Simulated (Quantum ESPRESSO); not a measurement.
**Kohn-Sham bands of TiO$_{2}$ (rutile)**

```yaml
crystal:
  lattice:
    - [4.59984, 0.00000, 0.00000]
    - [0.00000, 4.59984, 0.00000]
    - [0.00000, 0.00000, 2.95921]
  atoms:
    - { symbol: Ti, position: [0.50000, 0.50000, 0.00000] }
    - { symbol: Ti, position: [0.00000, 0.00000, 0.50000] }
    - { symbol: O, position: [0.69568, 0.69568, 0.50000] }
    - { symbol: O, position: [0.30432, 0.30432, 0.50000] }
    - { symbol: O, position: [0.80432, 0.19568, 0.00000] }
    - { symbol: O, position: [0.19568, 0.80432, 0.00000] }
```

Materials Project entry mp-2657; symmetrised, unrelaxed at this level. COD (Crystallography Open Database) has the formula in 6 space groups, this one among them (matched by group alone). Method: PBE plane waves in Quantum ESPRESSO 7.5 (PseudoDojo norm-conserving files, 68 Ry, no spin polarisation, no spin-orbit coupling), Bloch states on a 6×6×8 mesh through Γ, Wannier90 4.0.1. Density: 8×8×10 mesh, cold smearing 0.01 Ry.

Task: List the Kohn-Sham levels between −8 and 4.9 eV relative to the valence-band maximum at the high-symmetry points, as a band run of pw.x on that density gives them (levels within 2 meV counted together).

Result: 
```csv
point,k (reciprocal lattice),levels (eV)
Γ,0.000 0.000 0.000,"-5.76, -5.34, -4.89, -3.81 (×2), -2.55 (×2), -1.99, -0.72, -0.46 (×2), 0.00, 1.89, 2.17, 2.42, 2.53 (×2), 4.42, 4.59"
X,0.000 0.500 0.000,"-4.90 (×2), -3.75 (×2), -3.23 (×2), -3.06 (×2), -1.65 (×2), -0.74 (×2), 2.55 (×2), 3.05 (×2), 3.58 (×2)"
M,0.500 0.500 0.000,"-5.53 (×2), -3.88 (×2), -2.84 (×2), -2.17 (×2), -1.32 (×2), -1.08 (×2), 1.93 (×2), 2.55 (×2), 3.85 (×2)"
Z,0.000 0.000 0.500,"-4.48 (×2), -3.70 (×2), -3.62 (×2), -2.77 (×2), -2.35 (×2), -1.42 (×2), 3.00 (×2), 3.20 (×2), 3.68 (×2)"
R,0.000 0.500 0.500,"-5.04 (×2), -3.99 (×2), -3.27 (×2), -2.38 (×2), -2.03 (×2), -1.03 (×2), 1.94 (×2), 3.23 (×2), 3.92 (×2)"
A,0.500 0.500 0.500,"-4.70 (×2), -4.56 (×2), -3.53 (×2), -2.74 (×2), -1.28 (×2), -0.68 (×2), 2.62 (×2), 3.23 (×2), 3.25 (×2)"
```
